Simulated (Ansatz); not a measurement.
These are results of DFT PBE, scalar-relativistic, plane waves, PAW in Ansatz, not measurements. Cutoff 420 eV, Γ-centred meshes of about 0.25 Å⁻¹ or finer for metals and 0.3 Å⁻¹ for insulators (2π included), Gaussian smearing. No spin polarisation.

Temperature and zero-point effects are left out.

Two relaxed structures of Cd4Se3:

A.

```xyz
7
Lattice="3.6896 -6.3501 0.0000 3.6896 6.3501 0.0000 0.0000 0.0000 3.9954" Properties=species:S:1:pos:R:3 pbc="T T T"
Cd    3.6896   -3.6269    1.9977
Cd    5.1310    0.0000    0.0000
Cd    3.6896    3.6269    1.9977
Cd    2.2481    0.0000    0.0000
Se    1.8448    3.1750    0.0000
Se    0.0000    0.0000    1.9977
Se    1.8448   -3.1750    0.0000
```

B.

```xyz
7
Lattice="5.7157 0.0000 0.0000 0.0000 5.7157 0.0000 0.0000 0.0000 5.7157" Properties=species:S:1:pos:R:3 pbc="T T T"
Cd    2.8579    2.8579    2.8579
Cd    2.8579    0.0000    0.0000
Cd    0.0000    2.8579    0.0000
Cd    0.0000    0.0000    2.8579
Se    2.8579    2.8579    0.0000
Se    0.0000    2.8579    2.8579
Se    2.8579    0.0000    2.8579
```

**Question.** Which would you expect to be lower, and how large is the difference?

**Answer.** A is lower, by 39 meV/atom. A has space group Cmmm (No. 65), 26.7 Å³/atom and no gap on its mesh; B has space group Pm-3m (No. 221), 26.7 Å³/atom and no gap. Counting Se atoms around Cd (those within 1.25 times the shortest such distance or 1.15 times the sum of covalent radii; a slash parts the counts of unlike sites), A has Cd 4/5 and B has Cd 4/6. Both come from trial cells of a structure search, whose lowest cell (P1, 32.1 Å³/atom) lies 152 meV/atom below the lower of the two.

Cells relaxed within their symmetry can be saddle points. Some types were kept out of the candidates beforehand, so the set may lack a known form.
